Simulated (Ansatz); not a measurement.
ZnCdTeSe:
```
CELL_PARAMETERS angstrom
      3.69011     2.13028     0.00000
     -3.69011     2.13028     0.00000
     -0.00011     0.00000     7.12467
ATOMIC_POSITIONS crystal
  Zn 0.66671 0.33329 0.98490
  Cd 0.33330 0.66670 0.52335
  Te 0.66662 0.33338 0.35323
  Se 0.33337 0.66663 0.89050
```

Relaxed with PBEsol. Special points in fractions of this cell's reciprocal vectors: Γ (0.000, 0.000, 0.000); C (0.333, 0.333, 0.000); C2 (-0.333, 0.667, 0.000); Y2 (-0.500, 0.500, 0.000); M2 (-0.500, 0.500, 0.500); D (-0.333, 0.667, 0.500); D2 (0.333, 0.333, 0.500); A (0.000, 0.000, 0.500); L2 (0.000, 0.500, 0.500); V2 (0.000, 0.500, 0.000).

### Question
List the band energies nearest the Fermi level at these points for DFT-PBEsol in the program Ansatz with PAW potentials.

### Answer
In eV from the Fermi level; about four levels below and three above (degenerate sets whole), none deeper than 8.9 eV; points with the same levels are listed once.

```tsv
k	below	above
Γ	-0.86 -0.12 -0.01 -0.01	2.06 4.54 4.54
C	-4.02 -2.92 -2.51 -2.30	2.78 3.81 4.14
Y2	-3.57 -2.78 -2.17 -0.98	1.83 2.63 3.76
M2	-2.59 -2.27 -2.00 -1.29	1.53 2.12 3.26
D	-3.69 -2.83 -1.98 -1.67	2.38 2.79 4.15
A	-1.66 -1.66 -0.17 -0.17	0.87 2.88 4.13
L2	-2.59 -2.27 -2.00 -1.30	1.53 2.12 3.26
```

Space group P3m1. The first step of the workflow began from a Materials Project structure, measured or hypothetical; the Crystallography Open Database copy checked does not list it. Its standing as an ambient phase is unchecked. The PBEsol relaxation kept the symmetry of its start; its stability against distortions is not shown here. Point labels and valley counts follow the cell and symmetry of the run, lower than the named group. The Fermi level of a semimetal is unsure by some 0.05 eV on such meshes. Spin–orbit coupling is left out wherever it is not named.

Potentials: the later of the program's two PAW sets.
